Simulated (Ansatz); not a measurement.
Total density of states per atom from plane-wave PAW PBE (Ansatz code), in 0.25 eV bins, energy from the Fermi level:

(E (eV), states/eV/atom): (-7.25, 0.00); (-7.00, 0.09); (-6.75, 0.66); (-6.50, 0.67); (-6.25, 0.84); (-6.00, 0.79); (-5.75, 0.82); (-5.50, 1.03); (-5.25, 1.74); (-5.00, 0.67); (-4.75, 0.50); (-4.50, 0.39); (-4.25, 0.35); (-4.00, 0.56); (-3.75, 0.45); (-3.50, 0.79); (-3.25, 1.09); (-3.00, 1.20); (-2.75, 0.76); (-2.50, 0.49); (-2.25, 0.42); (-2.00, 0.08); (-1.75, 0.00); (-1.50, 0.00); (-1.25, 0.00); (-1.00, 0.00); (-0.75, 0.14); (-0.50, 0.21); (-0.25, 0.26); (0.00, 0.33); (0.25, 0.43); (0.50, 0.58); (0.75, 0.90); (1.00, 1.30); (1.25, 0.61); (1.50, 0.25); (1.75, 0.19); (2.00, 0.24); (2.25, 0.29); (2.50, 0.20); (2.75, 0.18); (3.00, 0.17); (3.25, 0.17); (3.50, 0.21); (3.75, 0.24); (4.00, 0.25); (4.25, 0.27); (4.50, 0.28); (4.75, 0.32)

Question: Which of these materials gives this?
A. SrVO3, cubic perovskite
B. KBr, rock salt
C. RbCl, rock salt
D. CuCl, zinc blende

Answer: A, SrVO3, cubic perovskite. Within 0.5 eV of the Fermi level: V 3d 81 %, O 2p 17 %. Projections are on Löwdin-orthogonalised atomic valence shells; empty p or d shells of many metals are not among them.

Space group Pm-3m (cubic perovskite). Symmetry was held in the PBE relaxation; of distortions, only those at the zone centre were tested. The workflow began spin-polarised and lost its moments. No Hubbard U is applied. The compound may be a true metal, but semilocal functionals without U, or a wrong spin order, can also close a gap. Spin–orbit coupling is left out wherever it is not named.

Potentials: the later of the program's two PAW sets.
